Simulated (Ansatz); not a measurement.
Given:

Ti4AlN3 (space group P6_3/mmc)

```cif
data_Al2N6Ti8
_chemical_formula_sum 'Ti8 Al2 N6'
_space_group_name_H-M_alt 'P63/mmc'
_space_group_IT_number 194
_space_group_name_Hall '-P 6c 2c'
_cell_length_a 2.96257
_cell_length_b 2.96257
_cell_length_c 23.26386
_cell_angle_alpha 90.000
_cell_angle_beta 90.000
_cell_angle_gamma 120.000
loop_
_atom_site_label
_atom_site_type_symbol
_atom_site_symmetry_multiplicity
_atom_site_Wyckoff_symbol
_atom_site_fract_x
_atom_site_fract_y
_atom_site_fract_z
_atom_site_occupancy
Ti1 Ti 4 f 0.33333 0.66667 0.05373 1
Ti2 Ti 4 e 0.00000 0.00000 0.15396 1
Al1 Al 2 c 0.33333 0.66667 0.25000 1
N1 N 4 f 0.66667 0.33333 0.10544 1
N2 N 2 a 0.00000 0.00000 0.00000 1
```

This relaxed cell (volume V₀) is scaled evenly in all directions, its shape held. The atoms relax within the cell's symmetry.

These are PBEsol (plane waves to 420 eV, PAW, scalar-relativistic; Ansatz, a first-principles code) values and carry that method's errors. k mesh 14×14×2 (Γ-centred), Fermi-Dirac smearing 0.05 eV. The energy includes the smearing's −TS. Compression counts positive. With the shape held, the modulus is that of even scaling; a crystal free to change shape is softer. At this level the bands of Ti4AlN3 touch or barely overlap. Ti4AlN3 is run without spin polarisation. Ti4AlN3 was relaxed with its symmetry unable to fall. The zero of ΔE is the relaxed starting cell.

The scan covers V/V₀ from 0.900 to 1.100 in 11 points.

**Question.** What is ΔE at V/V₀ = 0.900?

**Answer.** 88 meV/atom.

**Question.** What is ΔE at V/V₀ = 1.100?

**Answer.** 61 meV/atom.

**Question.** What pressure does the cell carry at V/V₀ = 0.900?

**Answer.** 28.0 GPa.

(A scan under strain: stresses follow from slopes of the energy per volume, elastic moduli from its curvatures.)
